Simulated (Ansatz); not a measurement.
Relaxing SiW in the CsCl type

First guess:

```yaml
crystal:
  lattice:
    - [2.92940, 0.00000, 0.00000]
    - [0.00000, 2.92940, 0.00000]
    - [0.00000, 0.00000, 2.92940]
  atoms:
    - { symbol: W, position: [0.00000, 0.00000, 0.00000] }
    - { symbol: Si, position: [0.50000, 0.50000, 0.50000] }
```

The calculation used Ansatz 0.2.0, DFT, PBE, PAW with Ansatz's default frozen-core files, scalar-relativistic.

Cell and atoms relax within the symmetry of the start on a 11×11×11 k mesh with 0.03 eV Fermi–Dirac smearing.

The start is built from a prototype, known or not as a phase of this compound; the cutoff is 420 eV.

Spin–orbit coupling is left out, though it moves levels of the heavy atoms by tenths of an eV or more.

(1) What is the pressure of the first guess?

(2) What does it relax to?

(3) How much energy does the relaxation release?

Results:

(1) 38.9 GPa.

(2) a = 3.057 Å, b = 3.057 Å, c = 3.057 Å, α = 90.00°, β = 90.00°, γ = 90.00° (conventional cell), 14.29 Å³ per atom:
```
CELL_PARAMETERS angstrom
3.05709 0.00000 0.00000
0.00000 3.05709 0.00000
0.00000 0.00000 3.05709
ATOMIC_POSITIONS crystal
W 0.00000 0.00000 0.00000
Si 0.50000 0.50000 0.50000
```

(3) 186 meV/atom.
